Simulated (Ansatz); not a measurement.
Zr:
```
Zr
1.0
    3.23193     0.00000     0.00000
   -1.61596     2.79893     0.00000
    0.00000     0.00000     5.17148
Zr
2
Direct
  0.33333   0.66667   0.25000
  0.66667   0.33333   0.75000
```

Relaxed with PBE. Special points in fractions of this cell's reciprocal vectors: Γ (0.000, 0.000, 0.000); M (0.500, 0.000, 0.000); K (0.333, 0.333, 0.000); A (0.000, 0.000, 0.500); L (0.500, 0.000, 0.500); H (0.333, 0.333, 0.500).

Q: List the band energies nearest the Fermi level at these points for PBE (plane waves, PAW; program Ansatz).

A: In eV from the Fermi level; about four levels below and three above (degenerate sets whole), none deeper than 8.9 eV; points with the same levels are listed once.

| k | below | above |
|---|---|---|
| Γ | -5.66 -3.04 | 0.85 0.85 0.95 |
| M | -2.57 -2.52 -2.15 -0.23 | 0.54 0.73 1.41 |
| K | -2.09 -1.36 -1.36 -1.14 | 0.24 0.24 1.76 |
| A | -3.97 -3.97 | 0.00 0.00 0.76 0.76 0.76 0.76 |
| L | -2.87 -2.87 -1.08 -1.08 | 1.60 1.60 2.20 2.20 |
| H | -1.28 -1.28 -0.05 -0.05 | 2.00 2.00 4.36 4.36 |

Space group P6_3/mmc (hcp (Mg type)). The cell was relaxed with PBE under the symmetry of its start. No spin polarisation was allowed. Scalar-relativistic: spin–orbit coupling is off unless named, which matters more the heavier the elements.

Potentials: the earlier of the program's two PAW sets.
